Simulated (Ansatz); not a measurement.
**Electric field gradients in PH6NO4**

The cell is a Materials Project structure (computed, not necessarily an observed phase).

```yaml
crystal:
  lattice:
    - [0.00000, 5.70271, 3.56638]
    - [5.43940, 0.00000, 3.56638]
    - [5.43940, 5.70271, 0.00000]
  atoms:
    - { symbol: H, position: [0.85305, 0.42880, 0.49365] }
    - { symbol: H, position: [0.42880, 0.85305, 0.22450] }
    - { symbol: H, position: [0.02550, 0.75635, 0.82120] }
    - { symbol: H, position: [0.75635, 0.02550, 0.39695] }
    - { symbol: H, position: [0.23355, 0.04736, 0.81214] }
    - { symbol: H, position: [0.47003, 0.65957, 0.89138] }
    - { symbol: H, position: [0.04736, 0.23355, 0.90695] }
    - { symbol: H, position: [0.65957, 0.47003, 0.97902] }
    - { symbol: H, position: [0.35862, 0.27098, 0.77997] }
    - { symbol: H, position: [0.34305, 0.43786, 0.20264] }
    - { symbol: H, position: [0.27098, 0.35862, 0.59043] }
    - { symbol: H, position: [0.43786, 0.34305, 0.01645] }
    - { symbol: P, position: [0.77298, 0.77298, 0.22702] }
    - { symbol: P, position: [0.02298, 0.02298, 0.47702] }
    - { symbol: N, position: [0.23209, 0.23209, 0.76791] }
    - { symbol: N, position: [0.48209, 0.48209, 0.01791] }
    - { symbol: O, position: [0.71943, 0.55693, 0.49778] }
    - { symbol: O, position: [0.04666, 0.22955, 0.50250] }
    - { symbol: O, position: [0.55693, 0.71943, 0.22586] }
    - { symbol: O, position: [0.22955, 0.04666, 0.22129] }
    - { symbol: O, position: [0.74750, 0.02871, 0.20334] }
    - { symbol: O, position: [0.02414, 0.75222, 0.69307] }
    - { symbol: O, position: [0.02871, 0.74750, 0.02045] }
    - { symbol: O, position: [0.75222, 0.02414, 0.53057] }
```

Sites (sets of like atoms) are named by element and the number of their first atom in this list.

The numbers come from a DFT calculation in Ansatz (PBE, plane waves and PAW, scalar-relativistic, 420 eV cutoff, Γ-centred 5×5×5 k-points, Fermi–Dirac smearing 0.02 eV).

Conventions: |V_zz| ≥ |V_yy| ≥ |V_xx|, η = (V_xx − V_yy)/V_zz, C_Q = eQV_zz/h. Directions are in the Cartesian axes of the cell vectors above, for the atom listed; none is given where the gradient is under 0.02 or η is above 0.95.

```tsv
site	first atom	first shell	V_zz (10²¹ V/m²)	η	direction of V_zz (x, y, z)
H1	1	1 O at 1.03 Å; also 1 O at 1.55 Å	2.07	0.11	-0.70 0.72 0.02
H5	5	1 N at 1.04 Å; also 1 O at 1.87 Å	2.75	0.04	0.77 -0.27 0.58
H6	6	1 N at 1.02 Å; also 1 O at 2.35 Å	3.28	0.02	-0.27 0.78 -0.57
P	13	4 O at 1.53–1.60 Å	-3.21	0.55	0.96 -0.28 0.00
N	15	4 H at 1.02–1.04 Å	-0.94	0.79	0.94 -0.34 0.00
O17	17	1 H at 1.03 Å, 1 P at 1.60 Å, angle 114°	11.36	0.77	-0.24 0.89 -0.38
O18	18	1 P at 1.53 Å; also 2 H at 1.55–1.87 Å	8.63	0.23	0.83 0.09 0.55
```

At H5 and H6 V_zz points along its bond to N (within 4°) in each case. At H1 V_zz points along its bond to O (within 1°). At O18 V_zz points along its bond to P (within 6°).

The lattice is static: at room temperature ammonium may turn and average the couplings of its hydrogen.
